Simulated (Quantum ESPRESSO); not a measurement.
```cif
data_CaF6Ti
_chemical_formula_sum 'F6 Ca1 Ti1'
_space_group_name_H-M_alt 'P 1'
_space_group_IT_number 1
_cell_length_a 5.84533
_cell_length_b 5.84533
_cell_length_c 5.84533
_cell_angle_alpha 59.764
_cell_angle_beta 59.764
_cell_angle_gamma 59.764
loop_
_space_group_symop_operation_xyz
  'x, y, z'
loop_
_atom_site_label
_atom_site_type_symbol
_atom_site_fract_x
_atom_site_fract_y
_atom_site_fract_z
_atom_site_occupancy
F1 F 0.77292 0.77292 0.22789 1
F2 F 0.22708 0.22708 0.77211 1
F3 F 0.22789 0.77292 0.77292 1
F4 F 0.77211 0.22708 0.22708 1
F5 F 0.77292 0.22789 0.77292 1
F6 F 0.22708 0.77211 0.22708 1
Ca1 Ca 0.50000 0.50000 0.50000 1
Ti1 Ti 0.00000 0.00000 0.00000 1
```

The geometry is that of Materials Project entry mp-27315, symmetrised and not relaxed again.

Question: What does LDA (pw.x of Quantum ESPRESSO, ONCV potentials, no spin-orbit coupling) give for the electronic structure near the Fermi level?

Answer: The LDA gap is direct, 4.82 eV at Γ. Another valence and conduction extremum on the path lies within 0.02 eV, too close to call.
